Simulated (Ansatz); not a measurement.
# Te$_{2}$Mo: all-electron results

```yaml
crystal:
  lattice:
    - [3.51820, 0.00000, 0.00000]
    - [-1.75910, 3.04685, 0.00000]
    - [0.00000, 0.00000, 13.97360]
  atoms:
    - { symbol: Te, position: [0.33333, 0.66667, 0.62100] }
    - { symbol: Te, position: [0.66667, 0.33333, 0.12100] }
    - { symbol: Te, position: [0.33333, 0.66667, 0.87900] }
    - { symbol: Te, position: [0.66667, 0.33333, 0.37900] }
    - { symbol: Mo, position: [0.33333, 0.66667, 0.25000] }
    - { symbol: Mo, position: [0.66667, 0.33333, 0.75000] }
```

Atoms are numbered in the order listed.

Conventional cell: a = 3.518 Å, b = 3.518 Å, c = 13.974 Å, α = 90.00°, β = 90.00°, γ = 120.00°. Te (atom 1) has 3 Mo at 2.72 Å as nearest neighbours. Around Mo (atom 5) lie 6 Te at 2.72 Å.

The cell is COD entry 9009147, as deposited and not checked against the literature; nothing was relaxed.

No spin–orbit coupling, which matters for the heavy atoms here.

All numbers are computed: DFT, PBE, all-electron LAPW, scalar-relativistic (Ansatz 0.2.0); DFT, PBE, PAW with Ansatz's default frozen-core files, scalar-relativistic (Ansatz 0.2.0).

For LAPW: a Γ-centred 11×11×3 k mesh, Fermi–Dirac smearing of 0.05 eV, basis error target 1 meV/atom, no spin polarisation. PAW takes a cutoff of 420 eV at this cell. The Ansatz runs share mesh, smearing and spin set-up. Values come from LAPW unless marked.

```
Band gap                                                                                                               : 0.73 eV, indirect from Γ to the line K (0.333, 0.333, 0)–Γ
Bader charges (from the PAW run)                                                                                       : Te1 -0.30, Mo5 +0.59 e
Smallest direct gap on the path                                                                                        : 1.04 eV
Löwdin charges (with 0.39 e of the cell spilling out of the atomic basis, so their sizes and signs hang on that basis) : Te1 0.11, Mo5 -0.03 e
Volume per atom                                                                                                        : 24.96 Å³
```

Q: Stress xx, yy, zz (compression positive): what does the calculation give?

A: 2.71, 2.71, 3.38 GPa.

Q: Largest force: what does the calculation give?

A: 0.174 eV/Å on Te1.

Q: Predict this quantity. Pressure at this cell.

A: 2.93 GPa.
